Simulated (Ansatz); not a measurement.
A plane-wave DFT run in Ansatz 0.2.0 (scalar-relativistic PAW potentials unless the input names others): input and command.

```yaml
crystal:
  lattice:
    - [-1.7328845687, 1.7328845687, 1.7328845687]
    - [1.7328845687, -1.7328845687, 1.7328845687]
    - [1.7328845687, 1.7328845687, -1.7328845687]
  atoms:
    - { symbol: Hf, position: [0.0, 0.0, 0.0] }
basis:
  ecutwfc: "40 Ry/bohr"
kpoints:
  mp_grid: { grid: [16, 16, 16] }
hamiltonian:
  xc: r2scan
scf:
  occupations: { method: gaussian, width: 0.1 }
  max_iter: 100
output:
  forces: true
  eigenvalues: true
  stress: true
```

```bash
ansatz run input.yaml --threads 1 --pin off --max-ram 2560MiB --backend cpu --events-out ev --progress --plain --runs-dir out
```

**Question.** What is wrong with this input?

**Answer.** The program refuses it, because of a cutoff in the wrong unit (basis.ecutwfc: 500 → "40 Ry/bohr"). With the sound run's settings it is accepted.

Abridged log:
```
Error: YAML parse error: error: line 9 column 12: unknown unit factor `Ry/bohr`
  --> <input>:9:12
   |
 7 |     - { symbol: Hf, position: [0.0, 0.0, 0.0] }
 8 | basis:
 9 |   ecutwfc: "40 Ry/bohr"
   |            ^ unknown unit factor `Ry/bohr`
10 | kpoints:
11 |   mp_grid: { grid: [16, 16, 16] }
   |
```